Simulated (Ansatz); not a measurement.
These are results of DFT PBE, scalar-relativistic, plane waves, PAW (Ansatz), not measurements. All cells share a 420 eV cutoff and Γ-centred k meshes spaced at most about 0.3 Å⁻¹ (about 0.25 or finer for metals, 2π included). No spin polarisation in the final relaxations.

These are static total energies at zero pressure. All come from trial cells, and lower structures may exist.

Question: Which of these relaxed structures of ZrPdSe4 is the lowest in energy?
A. Space group I4/mmm (No. 139), tetragonal, a = 7.693 Å, c = 5.152 Å. Around Zr lie 2 Pd at 2.58 Å, 8 Se at 3.53 Å and 8 Se at 4.11 Å; around Pd lie 4 Se at 2.41 Å and 2 Zr at 2.58 Å; Se is surrounded by 1 Pd at 2.41 Å.
B. Space group I422 (No. 97), tetragonal, a = 6.186 Å, c = 6.344 Å. Zr is surrounded by 8 Se at 2.80 Å and 2 Pd at 3.17 Å; around Pd lie 8 Se at 2.80 Å and 2 Zr at 3.17 Å; Se is surrounded by 2 Pd at 2.80 Å, 2 Zr at 2.80 Å and 1 Se at 2.92 Å.
C. Space group F-43m (No. 216), cubic, a = 7.869 Å. Zr is surrounded by 12 Se at 3.26 Å and 4 Pd at 3.41 Å; around Pd lie 12 Se at 3.26 Å and 4 Zr at 3.41 Å; around Se lie 6 Se at 2.78 Å, 3 Pd at 3.26 Å and 3 Zr at 3.26 Å.
D. Space group P6/mmm (No. 191), hexagonal, a = 4.928 Å, c = 5.745 Å. Zr is surrounded by 2 Pd at 2.87 Å and 12 Se at 3.13 Å; around Pd lie 2 Zr at 2.87 Å and 12 Se at 3.25 Å; Se is surrounded by 1 Se at 2.59 Å, 3 Se at 2.85 Å, 3 Zr at 3.13 Å, 1 Se at 3.16 Å and 3 Pd at 3.25 Å.

Answer: B. It has space group I422 (No. 97); the next, D, with space group P6/mmm (No. 191), lies 0.51 eV/atom higher. Counting Se atoms around Pd and Zr (those within 1.25 times the shortest such distance or 1.15 times the sum of covalent radii; the shortest distance is added where it is long for a bond), the lowest has Zr 8, Pd 8 and the next has Zr 12, Pd 12 from 3.3 Å. The next holds Se–Se pairs (shortest 2.59 Å); in the lowest the shortest Se–Se distance is 2.92 Å, near bonding range too.

Cells relaxed within their symmetry can be saddle points. Some structure types and database cells were kept out of the candidates from the start, so a known form may be missing.
